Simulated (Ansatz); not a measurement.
TaSnO3 (cubic perovskite, Pm-3m) at seven volumes, plane-wave PAW LDA (Ansatz code), scaled uniformly. One row is withheld.

```tsv
V (Å³/atom)	P (GPa)
11.603	25.46
11.985	15.56
12.368	7.15
12.750	-0.01
13.133	?
13.516	-11.27
13.898	-15.66
```

Problem. Fit the shown pressures and predict the withheld one.

Solution. P = (3/2)B₀(x^(7/2) − x^(5/2))[1 + (3/4)(B′ − 4)(x − 1)] with x = (V₀/V)^(2/3). Least squares on the six rows gives V₀ = 12.750 Å³/atom, B₀ = 219 GPa, B′ = 4.39. At V = 13.133, x = 0.9805 and P = -6.07 GPa. The run itself gave -6.09 GPa.

The workflow started from an entry of the Crystallography Open Database (COD). Whether it is the stable phase at ambient conditions was not checked. The cell was relaxed with LDA under the symmetry of its start; of distortions, only those at the zone centre were tested, and some modes there are weakly imaginary. No spin polarisation was allowed. Scalar-relativistic: spin–orbit coupling is off unless named, which matters more the heavier the elements.

Potentials: the later of the program's two PAW sets.
